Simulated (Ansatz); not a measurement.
This Al3GaSb4 structure is the end of a relaxation. The cell was found from a structure generator's guess, not taken from experiment.

These are results of Ansatz 0.2.0, DFT PBE, scalar-relativistic, plane waves, PAW, not measurements. Cutoff 420 eV, Γ-centred mesh, Gaussian smearing, no spin polarisation.

```
Al Ga Sb
1.0
     4.40539    0.00000    0.00000
     0.00000    4.40539    0.00000
     0.00000    0.00000   12.41305
Al Ga Sb
3 1 4
Cartesian
  2.2027 2.2027 3.0970
  0.0000 0.0000 6.2065
  2.2027 2.2027 9.3161
  0.0000 0.0000 0.0000
  2.2027 0.0000 4.6517
  0.0000 2.2027 7.7613
  2.2027 0.0000 10.8649
  0.0000 2.2027 1.5482
```

Formation energies are uncorrected and refer to the elements' standard structures at the same level.

(1) Find its symmetry and describe it.

(2) What is its formation energy per atom?

(3) Is it a metal?

Answers

(1) P-4m2 (No. 115), with Al and Ga ordered on zinc blende sites. Conventional cell: a = 4.405 Å, c = 12.413 Å. Around Al on a site of symmetry 2mm lie 4 Sb at 2.69–2.70 Å; around Al on a site of symmetry -4m2 lie 4 Sb at 2.70 Å; around Ga lie 4 Sb at 2.69 Å; Sb on its first site is surrounded by 4 Al at 2.70 Å; 1 more site not described.

(2) −0.167 eV/atom. Whether it is stable depends on the other phases of the system, which aren't compared here.

(3) No, the gap on the 6×6×4 mesh is 0.74 eV.

The last run used a 6×6×4 mesh (in the run's order of axes) for its 8-atom cell and Gaussian smearing of 0.02 eV. These runs have no spin–orbit coupling, which can matter for Sb. Kohn–Sham gaps at this level usually fall short of measured ones. The missing spin–orbit coupling can work the other way here. A later test with randomly moved atoms came back to the same energy, though modes that don't fit the test's cell weren't probed.
